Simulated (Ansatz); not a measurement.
NaI:
```xyz
2
Lattice="0.0000 3.2304 3.2304 3.2304 0.0000 3.2304 3.2304 3.2304 0.0000" Properties=species:S:1:pos:R:3 pbc="T T T"
Na     0.0000     0.0000     0.0000
I      3.2304     3.2304     3.2304
```

Relaxed with r²SCAN. Special points in fractions of this cell's reciprocal vectors: Γ (0.000, 0.000, 0.000); X (0.500, 0.000, 0.500); U (0.625, 0.250, 0.625); K (0.375, 0.375, 0.750); L (0.500, 0.500, 0.500); W (0.500, 0.250, 0.750).

Q: List the band energies nearest the valence-band maximum at these points for DFT-r²SCAN in the program Ansatz with PAW potentials.

A: In eV from the valence-band maximum; about four levels below and three above (degenerate sets whole), none deeper than 8.9 eV; points with the same levels are listed once.

| k | below | above |
|---|---|---|
| Γ | 0.00 0.00 0.00 | 4.45 8.54 8.54 8.54 |
| X | -1.95 -0.77 -0.77 | 5.21 6.05 10.77 |
| U | -1.68 -1.36 -0.62 | 5.90 7.30 9.42 |
| L | -2.21 -0.29 -0.29 | 5.70 8.10 8.10 |
| W | -1.44 -1.44 -0.94 | 6.57 8.09 8.09 |

Space group Fm-3m (rock salt). Symmetry was held in the r²SCAN relaxation; phonons on a q-mesh show no instability. Scalar-relativistic: spin–orbit coupling is off unless named, which matters more the heavier the elements.

Potentials: the later of the program's two PAW sets.
